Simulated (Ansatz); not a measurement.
A geometry of Ru away from equilibrium: step 2 of the relaxation of a generated cell, Ru built in the AFLOW prototype A_hR3_166_ac (C19, as in Sm). Level of theory: PBEsol (plane waves to 420 eV, PAW, scalar-relativistic; Ansatz, a quantum-chemistry and plane-wave program). Γ-centred k-mesh 14×14×14 on the run's cell (coarser than for final values), Fermi–Dirac smearing 0.05 eV. The plane waves were selected for a different cell earlier on the path.

```
Ru
1.0
    1.34111     0.77429     6.35208
   -1.34111     0.77429     6.35208
    0.00000    -1.54858     6.35208
Ru
3
Direct
  0.00000   0.00000   0.00000
  0.22012   0.22012   0.22012
  0.77988   0.77988   0.77988
```

**Question.** What forces act on the atoms (eV/Å)?

**Answer.** 
| atom | Fx | Fy | Fz |
|---|---|---|---|
| Ru1 | 0.00 | 0.00 | 0.00 |
| Ru2 | 0.00 | 0.00 | 0.37 |
| Ru3 | 0.00 | 0.00 | -0.37 |

The path ends in R-3m (No. 166) (AFLOW prototype A_hR3_166_ac (C19, as in Sm)). No spin polarisation in the result.

The run could not lose the symmetry of its start: the end is stationary, and may be a saddle point rather than a minimum.

The end of the path is a generated cell of Ru: the first start was made by placing the elements on the sites of a structure type, and the end was not matched to a known phase here, so it may be hypothetical. Known forms of Ru include space group No. 194.
